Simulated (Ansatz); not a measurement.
## How much do the gradients of SrCaLaBiO6 depend on the method?

Cell: a computed structure from the Materials Project (it need not be an observed phase), taken as it stands.

```yaml
crystal:
  lattice:
    - [5.97706, 0.00000, 0.00000]
    - [0.00000, 5.97706, 0.00000]
    - [0.00000, 0.00000, 8.63655]
  atoms:
    - { symbol: Sr, position: [0.50000, 0.00000, 0.25000] }
    - { symbol: Sr, position: [0.00000, 0.50000, 0.75000] }
    - { symbol: Ca, position: [0.00000, 0.00000, 0.50000] }
    - { symbol: Ca, position: [0.50000, 0.50000, 0.00000] }
    - { symbol: La, position: [0.00000, 0.50000, 0.25000] }
    - { symbol: La, position: [0.50000, 0.00000, 0.75000] }
    - { symbol: Bi, position: [0.00000, 0.00000, 0.00000] }
    - { symbol: Bi, position: [0.50000, 0.50000, 0.50000] }
    - { symbol: O, position: [0.00000, 0.00000, 0.24364] }
    - { symbol: O, position: [0.50000, 0.50000, 0.25636] }
    - { symbol: O, position: [0.00000, 0.00000, 0.75636] }
    - { symbol: O, position: [0.50000, 0.50000, 0.74364] }
    - { symbol: O, position: [0.32001, 0.15702, 0.98662] }
    - { symbol: O, position: [0.67999, 0.84298, 0.98662] }
    - { symbol: O, position: [0.84298, 0.32001, 0.01338] }
    - { symbol: O, position: [0.15702, 0.67999, 0.01338] }
    - { symbol: O, position: [0.82001, 0.34298, 0.48662] }
    - { symbol: O, position: [0.17999, 0.65702, 0.48662] }
    - { symbol: O, position: [0.34298, 0.17999, 0.51338] }
    - { symbol: O, position: [0.65702, 0.82001, 0.51338] }
```

Atom numbers follow the list; atoms alike are taken as one site, whose name carries the number of the first.

First run. Level of theory: DFT, PBE, plane waves and PAW, scalar-relativistic, 420 eV cutoff, Γ-centred 4×4×3 k-points, Fermi–Dirac smearing 0.02 eV (Ansatz 0.2.0).

```
site  atom  V_zz (10²¹ V/m²)     η
  Sr     1             -8.57  1.00
  Ca     3             -1.31  0.00
  La     5              32.4  0.70
  Bi     7             -5.38  0.00
  O9     9              6.23  0.43
 O13    13              8.37  0.30
```

Second run. The same atoms and settings, except that spin–orbit coupling is included (fully relativistic PAW files).

Question: What does the second run give?

Answer: 

| site | atom | V_zz | η | change of V_zz |
| --- | --- | --- | --- | --- |
| Sr | 1 | -8.57 | 1.00 | 0.00 |
| Ca | 3 | -1.29 | 0.00 | +0.02 |
| La | 5 | 32.5 | 0.69 | +0.12 |
| Bi | 7 | -5.07 | 0.00 | +0.31 |
| O9 | 9 | 6.45 | 0.41 | +0.22 |
| O13 | 13 | 8.57 | 0.29 | +0.20 |

The largest change of V_zz is on Bi, from -5.38 to -5.07. In per cent, |V_zz| changes by 0 on Sr, -2 on Ca, 0 on La, -6 on Bi, +2 to +3 on O (all sites that start above 0.5).
